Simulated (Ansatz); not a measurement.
**Is this Ga4AsP3 structure a true minimum?**

The structure comes from a generated guess, relaxed at this level; another structure or a mixture of phases may lie lower.

Level of theory: Ansatz 0.2.0, DFT PBE, scalar-relativistic, plane waves, PAW. Cutoff 420 eV; k points 6×6×6 on the computed 8-atom cell (Γ-centred); Gaussian smearing, width 0.02 eV; no spin polarisation.

The cell below (8 atoms, space group P-43m (No. 215)) is relaxed within its symmetry.

```xyz
8
Lattice="5.5638 0.0000 0.0000 0.0000 5.5638 0.0000 0.0000 0.0000 5.5638" Properties=species:S:1:pos:R:3 pbc="T T T"
Ga    4.1979    4.1979    1.3659
Ga    4.1979    1.3659    4.1979
Ga    1.3659    4.1979    4.1979
Ga    1.3659    1.3659    1.3659
P     2.7819    0.0000    0.0000
P     0.0000    2.7819    0.0000
P     0.0000    0.0000    2.7819
As    2.7819    2.7819    2.7819
```

For the test it was strained at random (σ = 1.5 % a component), the atoms were moved at random (σ = 0.15 Å), and all was relaxed again on a coarse 4×4×4 mesh (in the run’s order of axes) with 0.10 eV smearing, with no symmetry imposed.

Question: Is the structure stable against such a distortion?

Answer: It returns, within 1 meV/atom of the unmoved cell on that mesh and with the same symmetry when read at 0.1 Å. So it is stable against the distortions that fit this cell and that this random move excites. Modes that don't fit the cell aren't tested.
